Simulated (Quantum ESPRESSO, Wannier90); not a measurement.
# CuI (Cmcm), plane waves to Wannier functions

Cell from Materials Project (mp-1007922), symmetrised, no further relaxation. Not found in the COD (Crystallography Open Database) copy used, which has the formula in other groups; not checked further. Computed values, not measurements, from PBEsol: Quantum ESPRESSO (norm-conserving PseudoDojo potentials, cutoff 74 Ry, spinors with spin-orbit coupling) on a Γ-centred 4×4×6 mesh, then Wannier90. Density: 6×6×8 mesh, Gaussian smearing 0.01 Ry. A non-magnetic state is assumed, with no Hubbard U; filled 3d bands tend to lie too high at this level. The cell is built of weakly bound layers, chains or molecules. Database cells relaxed without dispersion often hold them too far apart, which can enlarge gaps and weakens couplings between them; spacing and stacking were not compared with the measured crystal.

```
begin unit_cell_cart
ang
    3.7331700000   -3.7110850000    0.0000000000
    3.7331700000    3.7110850000    0.0000000000
    0.0000000000    0.0000000000    4.3070000000
end unit_cell_cart
mp_grid = 4 4 6
```

Problem. Which shells of neighbouring k-points and which b-vectors and weights does Wannier90 pick for this cell and mesh?

Solution. 
```
 *---------------------------------- K-MESH ----------------------------------*
 +----------------------------------------------------------------------------+
 |                    Distance to Nearest-Neighbour Shells                    |
 |                    ------------------------------------                    |
 |          Shell             Distance (Ang^-1)          Multiplicity         |
 |          -----             -----------------          ------------         |
 |             1                   0.243139                      2            |
 |             2                   0.298414                      4            |
 |             3                   0.384925                      8            |
 |             4                   0.420767                      2            |
 |             5                   0.423271                      2            |
 |             6                   0.485965                      4            |
 |             7                   0.486277                      2            |
 |             8                   0.488134                      4            |
       ... (lines left out)
 +----------------------------------------------------------------------------+
 | The b-vectors are chosen automatically                                     |
 | SVD found small singular value, Rejecting this shell and trying the next   |
 | The following shells are used:                       1,  2,  4             |
 +----------------------------------------------------------------------------+
 |                        Shell   # Nearest-Neighbours                        |
 |                        -----   --------------------                        |
 |                          1               2                                 |
 |                          2               4                                 |
 |                          3               2                                 |
 +----------------------------------------------------------------------------+
 | Completeness relation is fully satisfied [Eq. (B1), PRB 56, 12847 (1997)]  |
 +----------------------------------------------------------------------------+
 |                  b_k Vectors (Ang^-1) and Weights (Ang^2)                  |
 |                  ----------------------------------------                  |
 |            No.         b_k(x)      b_k(y)      b_k(z)        w_b           |
 |            ---        --------------------------------     --------        |
 |             1         0.000000    0.000000    0.243139     8.457899        |
 |             2         0.000000    0.000000   -0.243139     8.457899        |
 |             3         0.210384    0.211636    0.000000     5.581643        |
 |             4         0.210384   -0.211636    0.000000     5.581643        |
 |             5        -0.210384   -0.211636    0.000000     5.581643        |
 |             6        -0.210384    0.211636    0.000000     5.581643        |
 |             7         0.420767    0.000000    0.000000     0.033316        |
 |             8        -0.420767    0.000000    0.000000     0.033316        |
```
